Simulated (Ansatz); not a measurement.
CdF₂ (fluorite), relaxed with PBE (Ansatz, a quantum-chemistry and plane-wave program, plane waves, PAW): a = b = c = 5.4817 Å, α = β = γ = 90.00°.

- gap (eV): 2.91
- B₀ by P(V) fit (GPa): 93.3

### Question
The same phase is relaxed and computed with HSE06 in the same code. What are the cell and these values now?

### Answer
a = 5.418 Å, b = 5.418 Å, c = 5.418 Å, α = 90.00°, β = 90.00°, γ = 90.00°.

gap (eV): 5.14
B₀ by P(V) fit (GPa): 104

All cells were relaxed under the symmetry of their starts (and spin orders); stability against distortions was not tested throughout. Scalar-relativistic: spin–orbit coupling is off unless named, which matters more the heavier the elements.

Potentials: the earlier of the program's two PAW sets. The files were generated under PBE; for other functionals the program regenerates the frozen cores, and for LDA and PBEsol the local potential too.

Ansatz is a plane-wave DFT program.
